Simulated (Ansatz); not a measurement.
Computed frozen-phonon scan: NbRu (space group P4/mmm)

Relaxed NbRu (space group P4/mmm):

```
CELL_PARAMETERS angstrom
      2.99925     0.00000     0.00000
      0.00000     2.99925     0.00000
      0.00000     0.00000     6.75064
ATOMIC_POSITIONS crystal
  Nb 0.00000 0.00000 0.00000
  Nb 0.00000 0.00000 0.50000
  Ru 0.50000 0.50000 0.25000
  Ru 0.50000 0.50000 0.75000
```

A phonon eigenvector at Z = (0.0, 0.0, 0.5) is frozen into this cell: atom i moves by Q times the vector below, so Q is the largest atomic displacement, in Å. The cell is held. It is one choice among 2 degenerate patterns. (q is in reciprocal vectors of the primitive cell; the cell shown is doubled to hold the pattern.)

| atom | x | y | z |
|---|---|---|---|
| Nb1 | 0.000 | -1.000 | 0.000 |
| Nb2 | 0.000 | 1.000 | 0.000 |

Atoms not listed stay in place.

Computed with LDA (plane waves to 420 eV, PAW, scalar-relativistic; Ansatz, a quantum-chemistry and plane-wave program). k mesh 15×15×7 (Γ-centred), Fermi-Dirac smearing 0.05 eV. E stands for the smeared free energy. Compression counts positive. With partly filled bands, energies and forces of such displacements shift with the k mesh and the smearing. NbRu is run without spin polarisation. NbRu was relaxed with its symmetry unable to fall. ΔE is measured from the undisplaced structure.

| Q (Å) | ΔE (meV/cell) | −dE/dQ from forces (eV/Å) | P (GPa) |
|---|---|---|---|
| -0.280 | 373 | 2.794 | 3.7 |
| -0.233 | 255 | 2.269 | 2.5 |
| -0.187 | 161 | 1.767 | 1.6 |
| -0.140 | 90 | 1.299 | 0.9 |
| -0.093 | 40 | 0.861 | 0.4 |
| -0.047 | 10 | 0.421 | 0.1 |
| 0.000 | 0 | 0.000 | 0.0 |
| 0.047 | 10 | -0.421 | 0.1 |
| 0.093 | 40 | -0.861 | 0.4 |
| 0.140 | 90 | -1.299 | 0.9 |
| 0.187 | 161 | -1.767 | 1.6 |
| 0.233 | 255 | -2.269 | 2.5 |
| 0.280 | 373 | -2.794 | 3.7 |

Key numbers:

* **Energy at Q = 0.280 Å**: 373 meV/cell
* **Space group of the distorted cell**: Pmma (No. 51), lowered from P4/mmm
* **Symmetry of the curve**: even: the same for both signs
* **Shape of the curve**: a single well with its minimum at or next to zero displacement
* **Harmonic wavenumber from the curvature (finite differences)**: 114 cm⁻¹
* **Wavenumber by perturbation theory (DFPT, on another k mesh)**: 114 cm⁻¹

(A displaced cell: forces are minus the slopes of the energy, force constants its curvatures, and phonons follow from these.)
